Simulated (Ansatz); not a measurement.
SnO:
Space group F-43m (No. 216); a = b = c = 5.4793 Å, α = β = γ = 90.00°

| atom | site | symmetry | x | y | z |
|---|---|---|---|---|---|
| O | 4d | -43m | 0.7500 | 0.7500 | 0.7500 |
| Sn | 4a | -43m | 0.0000 | 0.0000 | 0.0000 |
(The calculation used a cell of 2 atoms; values per cell refer to that cell.)

Relaxed with the program Ansatz at the PBE level (PAW). Indices refer to the conventional cell of F-43m, a = 5.4793 Å, b = 5.4793 Å, c = 5.4793 Å, α = 90.00°, β = 90.00°, γ = 90.00°.

Simulate the powder diffraction pattern (Cu Kα1, λ = 1.54056 Å; lines above 1 %) up to 2θ = 90°.

Simulated powder pattern, Cu Kα1, λ = 1.54056 Å (kinematic, ideal powder, no thermal factors, no anomalous dispersion; the 30 strongest lines at most, above 1 %, up to 2θ = 90°):

```
2θ (°)  d (Å)  I/Imax (%)    hkl
------  -----  ----------  -----
28.19   3.163         100  (111)
32.66   2.740          37  (200)
46.86   1.937          46  (220)
55.58   1.652          43  (311)
58.28   1.582         9.6  (222)
68.43   1.370         6.9  (400)
75.58   1.257          17  (331)
77.91   1.225          13  (420)
87.05   1.118          14  (422)
```

The start of the workflow was typed in or built on a structure type; neither database checked (COD, Materials Project) lists it. It is not the phase usual at ambient conditions (space group No. 129). Symmetry was held in the PBE relaxation; whether a distortion lowers the energy is not shown. The volume moved by 23 % from the start of the relaxation. Spin–orbit coupling is left out wherever it is not named.

Potentials: the later of the program's two PAW sets.
